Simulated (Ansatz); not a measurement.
Zr3Ti2Si3 in space group P6_3/mcm (No. 193; Zr on 6g, Ti on 4d, Si on 6g), the program Ansatz at the PBE level (PAW), all energies at zero smearing, with the estimated change up to a 700 eV cutoff added, with one set of potentials and settings (totals compare only within such a set). Cell of 16 atoms (6 Zr, 4 Ti, 6 Si): -38930.308 eV.

```csv
element,reference phase,E (eV/atom)
Zr,"P6_3/mmc, 2 atoms in the cell",-4183.8362
Ti,"P6/mmm, 3 atoms in the cell",-2499.6739
Si,"Fd-3m, 2 atoms in the cell",-635.8096
```

Formation energy per atom, worked out: (-38930.308 − 6×(-4183.8362) − 4×(-2499.6739) − 6×(-635.8096))/16 = -0.859 eV/atom (-83 kJ per mol of atoms), at 0 K, without zero-point energy or fitted corrections.

The first step of the workflow began from a Materials Project structure, measured or hypothetical; the Crystallography Open Database copy checked does not list it. Whether it is the stable phase at ambient conditions was not checked. The cell was relaxed with PBE under the symmetry of its start; whether a distortion lowers the energy is not shown. No spin polarisation was allowed. The references are the lowest solids computed at this level, not always the standard phases.

Potentials: the later of the program's two PAW sets.
